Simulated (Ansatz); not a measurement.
Y2N:
```
Y2N
1.0
    4.55580     0.00000     0.00000
    0.00000     4.55580     0.00000
    0.00000     0.00000     7.06061
Y N
4 2
Direct
  0.00000   0.00000   0.00000
  0.50000   0.50000   0.00000
  0.50000   0.00000   0.60160
  0.00000   0.50000   0.39840
  0.50000   0.00000   0.90793
  0.00000   0.50000   0.09207
```

Relaxed with r²SCAN+D4. Special points in fractions of this cell's reciprocal vectors: Γ (0.000, 0.000, 0.000); X (0.000, 0.500, 0.000); M (0.500, 0.500, 0.000); Z (0.000, 0.000, 0.500); R (0.000, 0.500, 0.500); A (0.500, 0.500, 0.500).

Problem. List the band energies nearest the Fermi level at these points for plane-wave PAW r²SCAN+D4 (Ansatz code).

Solution. In eV from the Fermi level; about four levels below and three above (degenerate sets whole), none deeper than 8.9 eV; points with the same levels are listed once.

```tsv
k	below	above
Γ	-2.83 -2.83 -0.97 -0.67 -0.16	1.71 2.45 2.77 2.77
X	-1.51 -1.51 -0.03 -0.03	0.88 0.88 2.73 2.73
M	-3.14 -3.14 -0.70 -0.70	0.09 0.09 1.23 1.23
Z	-2.37 -1.52 -0.68 -0.10	1.55 1.58 2.70 2.70
R	-1.16 -1.16 -0.06 -0.06	1.05 1.05 2.36 2.36
A	-3.45 -3.45 -0.07 -0.07	0.34 0.34 0.49 0.49
```

Space group P4/nmm. The cell is a constructed one: a structure type filled with these elements; neither database checked (COD, Materials Project) lists it. Its standing as an ambient phase is unchecked. Symmetry was held in the r²SCAN+D4 relaxation; its stability against distortions is not shown here. The run is not spin-polarised. Scalar-relativistic: spin–orbit coupling is off unless named, which matters more the heavier the elements.

Potentials: the later of the program's two PAW sets.
